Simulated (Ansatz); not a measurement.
GaSb:
```
CELL_PARAMETERS angstrom
      0.00000     2.89887     2.89887
      2.89887     0.00000     2.89887
      2.89887     2.89887     0.00000
ATOMIC_POSITIONS crystal
  Sb 0.00000 0.00000 0.00000
  Ga 0.50000 0.50000 0.50000
```

Relaxed with PBE. Special points in fractions of this cell's reciprocal vectors: Γ (0.000, 0.000, 0.000); X (0.500, 0.000, 0.500); U (0.625, 0.250, 0.625); K (0.375, 0.375, 0.750); L (0.500, 0.500, 0.500); W (0.500, 0.250, 0.750).

Task: List the band energies nearest the Fermi level at these points for the program Ansatz at the PBE with spin–orbit coupling level (PAW).

Result: In eV from the Fermi level; about four levels below and three above (degenerate sets whole), none deeper than 8.9 eV; points with the same levels are listed once.

| k | below | above |
|---|---|---|
| Γ | -0.24 -0.24 -0.18 -0.18 | 0.45 0.45 0.45 0.45 |
| X | -2.41 -2.41 -2.08 -2.08 | 3.16 3.16 8.58 8.58 |
| U | -1.63 -1.63 -0.61 -0.61 | 5.44 5.44 6.15 6.15 |
| L | -7.21 -7.21 | 0.26 0.26 0.79 0.79 |
| W | -3.99 -3.99 -3.79 -3.79 | 2.15 2.15 3.37 3.37 |

Space group Fm-3m (rock salt). The start of the workflow was typed in or built on a structure type; neither database checked (COD, Materials Project) lists it. It is not the phase usual at ambient conditions (space group No. 216). The cell was relaxed with PBE under the symmetry of its start; whether a distortion lowers the energy is not shown. The volume moved by 17 % from the start of the relaxation.

Potentials: the later of the program's two PAW sets.
